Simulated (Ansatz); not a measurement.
Input and command of a plane-wave DFT calculation in Ansatz:

```yaml
crystal:
  lattice:
    - [-1.3456943791, 1.3456943791, 6.1821411001]
    - [1.3456943791, -1.3456943791, 6.1821411001]
    - [1.3456943791, 1.3456943791, -6.1821411001]
  atoms:
    - { symbol: Mo, position: [0.3417206377, 0.3417206377, 0.0] }
    - { symbol: Mo, position: [0.6582793623, 0.6582793623, 0.0] }
    - { symbol: Rh, position: [0.0, 0.0, 0.0] }
basis:
  ecutwfc: 500
kpoints:
  mp_grid: { grid: [24, 24, 24] }
hamiltonian:
  xc: r2scan
scf:
  occupations: { method: gaussian, width: 0.1 }
output:
  forces: true
  stress: true
  eigenvalues: true
relax:
  adjacent_minimum: "off"
  f_tol: 0.01
  max_steps: 80
  cell: { stress_tol: 0.05 }
```

```bash
ansatz run input.yaml --threads 4 --pin off --max-ram 10240MiB --backend cpu --events-out ev --progress --plain --runs-dir out
```

Processor: Intel(R) Xeon(R) Platinum 8488C (Sapphire Rapids), 4 threads, on a host shared with other jobs.

Problem. Estimate time, memory and problem size.

Solution. About 3.2 min on 4 threads of Intel(R) Xeon(R) Platinum 8488C (Sapphire Rapids), on a shared host, peak memory 1.6 GiB. It solves 27 bands at 1063 k points (the mesh reduced by the symmetry that the task leaves, which can be less than the crystal's) with about 1115 plane waves (on the last cell), in 35 SCF iterations over 5 ionic steps.
